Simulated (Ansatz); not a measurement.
## Infrared modes and screening in NaTlS2 (ordering on zincblende)

Perturbation theory with PBEsol in the plane-wave code Ansatz on the PBEsol cell, ground state and force constants on a 6×6×4 mesh. All values are calculated for a non-magnetic cell, which may be hypothetical.

Space group P-4m2 (No. 115), tetragonal; conventional cell a = 4.083 Å, c = 6.630 Å, 27.64 Å³ an atom. Na is surrounded by 4 S at 2.72 Å; S is surrounded by 2 Tl at 2.54 Å and 2 Na at 2.72 Å; Tl is surrounded by 4 S at 2.54 Å.

Space group P-4m2 (No. 115). a = 4.083 Å, b = 4.083 Å, c = 6.630 Å, α = 90.00°, β = 90.00°, γ = 90.00°

| atom | site | symmetry | x | y | z |
| --- | --- | --- | --- | --- | --- |
| Na | 1a | -4m2 | 0.0000 | 0.0000 | 0.0000 |
| S | 2g | 2mm. | 0.0000 | 0.5000 | 0.2715 |
| Tl | 1c | -4m2 | 0.5000 | 0.5000 | 0.5000 |

Optical modes without the longitudinal term:
```json
{"ω (cm⁻¹)": "48", "degeneracy": "2", "IR intensity, summed over the level ((D/Å)²/amu)": "0.67"}
{"ω (cm⁻¹)": "193", "degeneracy": "1", "IR intensity, summed over the level ((D/Å)²/amu)": "0.79"}
{"ω (cm⁻¹)": "204", "degeneracy": "2", "IR intensity, summed over the level ((D/Å)²/amu)": "9.32"}
{"ω (cm⁻¹)": "240", "degeneracy": "2", "IR intensity, summed over the level ((D/Å)²/amu)": "11.32"}
{"ω (cm⁻¹)": "256", "degeneracy": "1", "IR intensity, summed over the level ((D/Å)²/amu)": "5.79"}
{"ω (cm⁻¹)": "267", "degeneracy": "1", "IR intensity, summed over the level ((D/Å)²/amu)": "0.00"}
```

The zone-centre optical frequencies run from 48 to 267 cm⁻¹, none imaginary (the rest of the zone wasn't tested). With the long-range field the highest mode reaches 302 cm⁻¹. By the program's warning the force constants, and with them frequencies and ε⁰, aren't converged on this mesh. Of the real levels 5 are infrared active, the strongest at 240 cm⁻¹.

The clamped-ion dielectric constant comes out as 6.54 along x and y, 4.59 along z. With the ions relaxed, ε⁰ is 13.4 along x and y, 6.7 along z. Born charges, averaged over directions: Na +1.10, S -2.03, Tl +2.95 e.

For comparison, on the r2SCAN cell the mean ε∞ is 5.24 with r2SCAN (ground state on 6×6×4; least gap 1.08 eV), 5.7 with PBE (ground state on 6×6×4; least gap 0.80 eV).

Spin-orbit coupling is left out; in compounds of Pb, Bi, Tl or Hg it can lower a gap by up to about 1 eV, split its edges or invert the bands.
